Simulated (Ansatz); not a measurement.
## Ag2WO4: reading a single point

```yaml
crystal:
  lattice:
    - [6.10774, 0.19001, 0.25343]
    - [0.13346, 6.10618, 0.99517]
    - [0.74087, -0.33875, 5.79751]
  atoms:
    - { symbol: W, position: [0.71015, 0.97069, 0.14603] }
    - { symbol: W, position: [0.18132, 0.93931, 0.32204] }
    - { symbol: Ag, position: [0.70574, 0.54902, 0.52721] }
    - { symbol: Ag, position: [0.15500, 0.45526, 0.16362] }
    - { symbol: Ag, position: [0.64109, 0.50368, 0.04407] }
    - { symbol: Ag, position: [0.58221, 0.05282, 0.65823] }
    - { symbol: O, position: [0.90745, 0.25207, 0.84965] }
    - { symbol: O, position: [0.30937, 0.62799, 0.59460] }
    - { symbol: O, position: [0.98942, 0.25933, 0.52468] }
    - { symbol: O, position: [0.03294, 0.52130, 0.73708] }
    - { symbol: O, position: [0.86194, 0.78442, 0.76008] }
    - { symbol: O, position: [0.12406, 0.77585, 0.89138] }
    - { symbol: O, position: [0.18906, 0.14112, 0.72350] }
    - { symbol: O, position: [0.36702, 0.34936, 0.48489] }
```

Method: r2SCAN, no spin polarisation; PAW, plane waves to 500 eV, 3×3×3 (shifted by 0.5, 0.5, 0 steps) mesh, fermi-dirac occupations (width 0.0124 eV) (Ansatz 0.2.0), atoms fixed.

Question: Describe some of the short contacts.

Answer: O–O at 1.88 Å: least valence density 0.61 e/Å³ and ELF 0.22 there. Ag–O at 2.41 Å: least valence density 0.28 e/Å³ and ELF 0.10 there. W–O at 2.53 Å: least valence density 0.27 e/Å³ and ELF 0.14 there. These are pseudo-fields; inside the PAW spheres they differ from the all-electron ones.

Question: Metal or insulator?

Answer: It is a metal, with about 13 states/eV a cell as the mean within 0.25 eV of the Fermi level, mostly O p (46 %) and W d (41 %).

Question: What does the stress say?

Answer: The pressure is -15.7 GPa (compression positive), so with the atoms held at these fractions the cell would first shrink; the forces are large, so a full relaxation may end otherwise. The principal stresses -17.7, -16.6, -12.9 GPa differ, so its shape would change too.

Question: How is the charge shared?

Answer: Bader charges in e: Ag +0.33 to +0.55, W +0.69 to +1.03, O -0.59 to -0.16. In the mean W gives up most and O takes most.

Origin: a disordered cell, so it need not be a known compound. Caveats: many states at the Fermi level without spin polarisation, so a magnetic state may lie lower; the k mesh is coarse if the cell is a metal; atoms or cell far from equilibrium.
